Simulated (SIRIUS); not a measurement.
Input and output of a self-consistent single point for Ti (P6_3/mmc, 4 atoms in the cell; from Materials Project mp-46, changed as shown) (SIRIUS).

All values come from this method and carry its errors: PBEsol, GBRV PBEsol ultrasoft pseudopotentials (plane waves; SIRIUS).

The change in words: lattice scaled by 0.98. Reference geometry (P6_3/mmc):
```
Ti
1.0
    2.93573     0.00000     0.00000
    0.00000     5.08483     0.00000
    0.00000     0.00000     4.64086
Ti
4
Cartesian
  0.00000   1.69494   1.16021
  1.46786   0.84747   3.48064
  1.46786   4.23736   1.16021
  0.00000   3.38989   3.48064
```

Reference input (self-consistent single point, DFT, PBEsol, plane waves, GBRV PBEsol ultrasoft pseudopotentials): parameters.ngridk = 10 6 6; parameters.xc_functionals = [XC_GGA_X_PBE_SOL, XC_GGA_C_PBE_SOL]; parameters.gk_cutoff = 6.325 1/bohr; parameters.pw_cutoff = 14.143 1/bohr; parameters.smearing = fermi_dirac; parameters.smearing_width = 0.00183747 Ha; potentials = GBRV PBEsol ultrasoft pseudopotentials; parameters.electronic_structure_method = pseudopotential; parameters.num_bands = 29; parameters.num_mag_dims = 0; parameters.num_dft_iter = 100; parameters.energy_tol = 1e-07 Ha. This run's input differs from it in these lines:

```diff
@@ -32,5 +32,5 @@
     "lattice_vectors": [
-      [5.5477256758, 0.0, 0.0],
-      [0.0, 9.6089436492, 0.0],
-      [0.0, 0.0, 8.7699543827]
+      [5.4367704064, 0.0, 0.0],
+      [0.0, 9.4167641715, 0.0],
+      [0.0, 0.0, 8.594555673]
     ],
```

The program printed (abridged):

```
[find] density tolerance         : 1e-06
[find] total energy tolerance    : 1e-07
[find] iter_solver_tol (initial) : 0.01
[find] iter_solver_tol (target)  : 1e-13
[find] num_dft_iter              : 100
Charges and magnetic moments
--------------------------------------------------------------------------------
total charge          : 48.000000
[find] | SCF iteration   0 out of 100|
[diagonalize] iterative solver tolerance (occupied, empty): 0.01 0.01
[diagonalize] average number of iterations: 3.90625
[find] Charges and magnetic moments
[find] total charge          : 48.000000
[find] Energy
   [... lines left out ...]

[find] Charges and magnetic moments
[find] total charge          : 48.000000
[find] Energy
[find] smearing (-TS)                 :      -0.00119214
[find] Total energy                   :    -238.28934110 (Ha),    -476.57868220 (Ry)
[find] Free energy (E-TS)             :    -238.29053324 (Ha),    -476.58106649 (Ry)
[find] band gap (eV)                  :       0.00000000
[find] Efermi                         :       0.52558115
[find] iteration : 31, RMS (target) : 8.5466e-07 (1.0000e-06) , energy difference (target) : -2.2547e-10 (1.0000e-07)
[find] bands are converged : false
[find] iterative solver converged : false
[find] converged after 32 SCF iterations!
[find] Charges and magnetic moments
[find] total charge          : 48.000000
[find] Energy
[find] smearing (-TS)                 :      -0.00119214
[find] Total energy                   :    -238.28934110 (Ha),    -476.57868220 (Ry)
[find] Free energy (E-TS)             :    -238.29053324 (Ha),    -476.58106649 (Ry)
[find] band gap (eV)                  :       0.00000000
[find] Efermi                         :       0.52558115
[ground_state] === stress tensor components [kbar] ===
[ground_state] === stress_total ===
[ground_state]   -32.628824   -0.000000    0.000000
[ground_state]    -0.000000  -31.555716    0.000000
[ground_state]     0.000000    0.000000  -32.251337
[ground_state] ==== total Forces in Ha/bohr =====
[ground_state] atom:    0, force:       0.0000000      0.0001102      0.0000000
[ground_state] atom:    1, force:       0.0000000     -0.0001102     -0.0000000
[ground_state] atom:    2, force:      -0.0000000      0.0001102      0.0000000
[ground_state] atom:    3, force:       0.0000000     -0.0001102     -0.0000000
```

The run converged in 32 iterations. SIRIUS prints the stress tensor with tension positive. Against the reference run the free energy goes down by 3.2 meV/atom, the pressure goes from -3.92 to 3.21 GPa and the largest force hardly changes (0.004 to 0.006 eV/Å).

The structure comes from a collection of computed structures, made at another level of theory; the collection holds predicted forms beside known ones. No clean gap shows at this smearing width and mesh (spacing up to 0.23 Å⁻¹); the mesh is coarse for partly filled bands, so the values carry mesh errors.

Cost on one core: about 100 core-seconds (a rough figure).
